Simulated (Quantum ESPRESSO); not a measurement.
**Band energies of Ag2S**

```
CELL_PARAMETERS angstrom
      4.55435     0.00000     0.00000
      0.00000     7.02112     0.00000
     -4.29816     0.00000     8.29631
ATOMIC_POSITIONS crystal
  S  0.76863 0.28408 0.84507
  S  0.23137 0.71592 0.15493
  S  0.23137 0.78408 0.65493
  S  0.76863 0.21592 0.34507
  Ag 0.97547 0.03973 0.73121
  Ag 0.02453 0.96027 0.26879
  Ag 0.02453 0.53973 0.76879
  Ag 0.97547 0.46027 0.23121
  Ag 0.30292 0.32373 0.57126
  Ag 0.69708 0.67627 0.42874
  Ag 0.69708 0.82373 0.92874
  Ag 0.30292 0.17627 0.07126
```

norm-conserving PBEsol (Quantum ESPRESSO, 82 Ry, without SOC); path ΓYHCEM1AXH1,MDZ,YD; energies in eV from the valence-band maximum.

```csv
k (1/Å),point,band 84,band 85,band 86,band 87,band 88,band 89,band 90,band 91
0.00,Γ,-1.13,-1.05,-0.67,-0.37,0.00,1.23,1.29,2.04
0.00,Y,-1.10,-1.02,-1.02,-0.35,-0.35,1.97,1.97,2.62
0.23,,-1.25,-1.03,-0.70,-0.67,-0.49,1.81,2.19,2.75
0.45,,-1.11,-0.92,-0.56,-0.54,-0.32,1.50,2.10,2.22
0.68,H,-0.99,-0.69,-0.50,-0.24,-0.09,1.20,1.57,2.04
0.68,C,-0.99,-0.69,-0.50,-0.24,-0.07,1.20,1.56,2.04
0.90,,-1.07,-0.71,-0.64,-0.43,-0.02,1.35,1.71,1.92
1.13,E,-1.23,-0.98,-0.98,-0.14,-0.14,1.38,1.38,2.39
1.13,M1,-1.23,-0.98,-0.98,-0.14,-0.14,1.39,1.39,2.40
1.48,A,-1.26,-0.78,-0.78,-0.60,-0.60,2.47,2.47,2.74
1.71,,-1.25,-1.10,-1.10,-0.33,-0.33,2.42,2.42,2.85
1.93,X,-1.29,-0.93,-0.93,-0.39,-0.39,2.48,2.48,2.84
2.11,,-1.02,-0.80,-0.62,-0.54,-0.27,1.70,2.26,2.42
2.29,H1,-0.99,-0.69,-0.50,-0.24,-0.09,1.20,1.57,2.04
2.29,M,-1.23,-0.98,-0.98,-0.14,-0.14,1.39,1.39,2.40
2.46,,-1.24,-0.98,-0.98,-0.17,-0.17,1.58,1.58,2.60
2.63,,-1.20,-0.89,-0.89,-0.31,-0.31,1.96,1.96,3.03
2.80,,-1.02,-0.74,-0.74,-0.49,-0.49,2.18,2.18,2.84
2.97,D,-0.94,-0.64,-0.64,-0.58,-0.58,2.18,2.18,2.57
3.35,Z,-1.00,-0.77,-0.77,-0.18,-0.18,1.82,1.82,2.16
3.35,Y,-1.10,-1.02,-1.02,-0.35,-0.35,1.97,1.97,2.62
3.50,,-1.08,-0.92,-0.92,-0.38,-0.38,1.96,1.96,2.72
3.79,D,-0.94,-0.64,-0.64,-0.58,-0.58,2.18,2.18,2.57
```

The PBEsol gap is 1.05 eV; at least one edge lies off the plotted path, at a point of the SCF mesh. The smallest direct gap is 1.23 eV. Another conduction extremum on the path lies within 0.02 eV, too close to call.

Spin-orbit splittings are left out.

Geometry of the Materials Project entry, not relaxed at this level.
